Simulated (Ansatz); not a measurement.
The calculation used DFT PBE, scalar-relativistic, plane waves, PAW (Ansatz). Settings: cutoff 420 eV, Γ-centred meshes spaced at most about 0.3 Å⁻¹, and about 0.25 Å⁻¹ or finer for metals (2π included), Gaussian smearing. No spin polarisation in the final relaxations.

These are static total energies at zero pressure. All come from trial cells, and lower structures may exist.

**Question.** Order these relaxed structures of CuRu2 by energy, lowest first, with the energy over the lowest of them.
A.

```
CELL_PARAMETERS angstrom
2.67392 0.00000 0.00000
-1.33696 2.31568 0.00000
0.00000 0.00000 6.68872
ATOMIC_POSITIONS crystal
Cu 0.33333 0.66667 0.00000
Ru 0.66667 0.33333 0.67231
Ru 0.66667 0.33333 0.32769
```

B.

```
CELL_PARAMETERS angstrom
0.00000 3.54971 3.54971
3.54971 0.00000 3.54971
3.54971 3.54971 0.00000
ATOMIC_POSITIONS crystal
Cu 0.50000 0.50000 0.50000
Cu 0.75000 0.75000 0.75000
Ru 0.12500 0.12500 0.12500
Ru 0.62500 0.12500 0.12500
Ru 0.12500 0.62500 0.12500
Ru 0.12500 0.12500 0.62500
```

C.

```
CELL_PARAMETERS angstrom
4.29593 0.00000 0.00000
-2.14797 3.72039 0.00000
0.00000 0.00000 2.58446
ATOMIC_POSITIONS crystal
Cu 0.00000 0.00000 0.00000
Ru 0.33333 0.66667 0.50000
Ru 0.66667 0.33333 0.50000
```

**Answer.** A (0 meV/atom), C (46 meV/atom), B (399 meV/atom). Forms: A P-6m2; C P6/mmm; B cubic Laves (C15) type, Fd-3m. Counting all near atoms (those within 1.25 times the shortest distance at each site; a plus sign parts nearer from farther groups): A has Cu 12, Ru 1+9; C has Cu 14, Ru 11; B has Cu 16, Ru 6+6. Even the lowest lies +0.36 eV/atom against the elements.

A magnetic state wasn't ruled out in cells without spin, among them Fd-3m. Cells relaxed within their symmetry can be saddle points. Some structure types and database cells were kept out of the candidates from the start, so a known form may be missing.
